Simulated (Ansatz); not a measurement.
Input file for Ansatz (an electronic-structure program):

Ansatz 0.2 input:
```yaml
crystal:
  lattice:
    - [0.0, 2.5612126072, 2.5612126072]
    - [2.5612126072, 0.0, 2.5612126072]
    - [2.5612126072, 2.5612126072, 0.0]
  atoms:
    - { symbol: Sr, position: [0.0, 0.0, 0.0] }
    - { symbol: O, position: [0.5, 0.5, 0.5] }
kpoints:
  mp_grid: { grid: [9, 9, 9] }
hamiltonian:
  xc: pbesol
  pseudopotentials: { kind: paw }
scf:
  occupations: { method: fixed }
dielectric: {}
```

Output (shortened):

```
Pseudopotential: Sr, paw, valence charge 10
Pseudopotential: O, paw, valence charge 6
Functional definition: PBEsol
Crystal: 2 atoms, lattice volume = 33.602 Å³
Basis set: ecut = 420 eV, 645 PW (Γ), exchange–correlation on 50×50×50 points (8 copies of the dense FFT grid, shifted against one another)
Bands: 12, of which v1, the nominal top of the filled ones, is band 8 counted from 1 (7 counted from 0)
Symmetry: 48 space group operations
k-points: 75 of 729 (irreducible under 8 space group operations, time reversal used)
SCF iter   1: F=—  HF=-4056.131008 eV  |F-HF|=—  |Δ(HF+E_count)|=         —  Δρ=1.46e-2  dr2=6.85e-2  ethr=1.77e-3  ⟨swp⟩=6.0  Hψ=5865  notcnv=0  defer=142
preconditioner: auto → none
SCF iter   2: F=—  HF=-4056.129662 eV  |F-HF|=—  |Δ(HF+E_count)|=   1.35e-3  Δρ=1.43e-2  dr2=6.13e-2  ethr=4.28e-4  ⟨swp⟩=2.0  Hψ=2008  notcnv=0  defer=148
SCF iter   3: F=—  HF=-4056.115578 eV  |F-HF|=—  |Δ(HF+E_count)|=   1.41e-2  Δρ=8.32e-4  dr2=1.98e-4  ethr=3.83e-4  ⟨swp⟩=2.0  Hψ=1268  notcnv=0  defer=140
SCF iter   4: F=—  HF=-4056.115607 eV  |F-HF|=—  |Δ(HF+E_count)|=   2.85e-5  Δρ=3.05e-4  dr2=1.11e-5  ethr=1.24e-6  ⟨swp⟩=2.1  Hψ=1512  notcnv=0  defer=148
SCF iter   5: F=—  HF=-4056.115610 eV  |F-HF|=—  |Δ(HF+E_count)|=   3.28e-6  Δρ=6.83e-5  dr2=1.28e-6  ethr=6.91e-8  ⟨swp⟩=2.0  Hψ=1500  notcnv=0  defer=71
SCF iter   6: F=—  HF=-4056.115604 eV  |F-HF|=—  |Δ(HF+E_count)|=   5.75e-6  Δρ=1.62e-5  dr2=6.42e-8  ethr=7.99e-9  ⟨swp⟩=2.4  Hψ=1444  notcnv=0  defer=2
SCF iter   7: F=—  HF=-4056.115604 eV  |F-HF|=—  |Δ(HF+E_count)|=   1.98e-8  Δρ=1.67e-6  dr2=6.09e-10  ethr=4.01e-10  ⟨swp⟩=2.1  Hψ=1370  notcnv=0  defer=2
SCF iter   8: F=-4056.115604 eV  HF=-4056.115604 eV  |F-HF|=3.64e-12  |Δ(HF+E_count)|=  1.63e-10  Δρ=1.28e-7  dr2=2.83e-12  ethr=1.00e-12  ⟨swp⟩=5.3  Hψ=4068  notcnv=0
SCF 1 converged in 8 iterations: F = -4056.115604 eV  dr2 = 2.83e-12
NSCF: frozen V_eff on 5 k-points
DFPT response loops at Γ: preconditioner auto → none (the input reference at scf.mixing.eps_inf says where Resta's filter doesn't serve); β = 0.50 …
SCF converged after 8 iterations
Free energy (F): -4056.115604 eV
Harris-Foulkes:  -4056.115604 eV  (|F-HF|=3.64e-12)
Internal energy: -4056.115604 eV  (E = F + TS)
E sigma→0 (E₀):  -4056.115604 eV
Fermi energy:    7.887777 eV
--- Per-component energies (eV) ---
  E_band       = -57.296929
  E_kinetic    = 422.317352
  E_local      = -857.585462  (includes V_loc(G=0)·N_el)
  E_nonlocal   = 251.845698
  E_hartree    = 230.352952
  E_xc         = -246.568252
  E_vxc        = -257.732022  (∫ρ·V_xc dr)
  E_paw        = -2796.430949  (= ΣΔE_a)
  E_vpaw       = -76.850844  (= ΣTr[D̂ρ^β])
  E_aug_tail   = 0.002404  (compensation charges beyond the density's cutoff)
  E_ewald      = -1060.218982
  E_core_change = 0.169635  (= ΣΔE_core)
  E_smearing   =  0.000000  (= −TS)
  E_closure    = 0.000000  (closes the sum)
  Σ components = -4056.115604   (vs F -4056.115604, Δ=0.00e0)
  [band-id]    e_kinetic+e_local+e_nonlocal+2·e_hartree+e_vxc+e_vpaw+e_augmentation_tail = -57.296970   (vs E_band -57.296929, Δ=-4.11e-5)
--- Band table (eV; the first three rows and the last of 75) ---
  k-point 0: bands = ["-24.2376", "-7.0967", "-5.8782", "-5.8782", "-5.8782", "7.8878", "7.8878", "7.8878", "11.8192", "14.1239", "14.1239", "14.1239"]
  k-point 1: bands = ["-24.2205", "-7.3926", "-5.8885", "-5.8885", "-5.6248", "7.5065", "7.7278", "7.7278", "12.3962", "13.9736", "14.3697", "14.3697"]
  k-point 2: bands = ["-24.1766", "-7.9101", "-5.9142", "-5.9142", "-5.2152", "6.7629", "7.3592", "7.3592", "13.6729", "13.8845", "15.0565", "15.0565"]
  k-point 74: bands = ["-24.0461", "-7.8443", "-6.5397", "-6.5299", "-5.3139", "6.7320", "7.3689", "7.4943", "13.4257", "14.4579", "16.6739", "18.9148"]
--- Dielectric response (ions clamped): 1 representative field direction + reference, on 75 of 729 k-points (Σ response iterations 7) ---
  ε∞ (high-frequency dielectric tensor):
        3.867184     0.000000     0.000000
        0.000000     3.867184     0.000000
        0.000000     0.000000     3.867184
  Born effective charges Z* (e; rows j = field, columns β = displacement):
    site 0:
         2.45725    0.00000    0.00000
         0.00000    2.45725    0.00000
         0.00000    0.00000    2.45725
    site 1:
        -2.45725    0.00000    0.00000
         0.00000   -2.45725    0.00000
         0.00000    0.00000   -2.45725
  Z* charge neutrality: 1.150e-5 e pre-enforcement
  k-mesh period / interband length: 32.6 Å / 1.53 Å = 21.34 at k = (0.0000, 0.0000, 0.0000), direct gap 3.931 eV — 14 or more, which is no proof of convergence
```

Cost: very roughly 6 core-seconds on shared cores.

Space group Fm-3m (rock salt). The PBEsol relaxation kept the symmetry of its start. Scalar-relativistic: spin–orbit coupling is off unless named, which matters more the heavier the elements.

Potentials: the later of the program's two PAW sets.

Ansatz is a plane-wave DFT program.
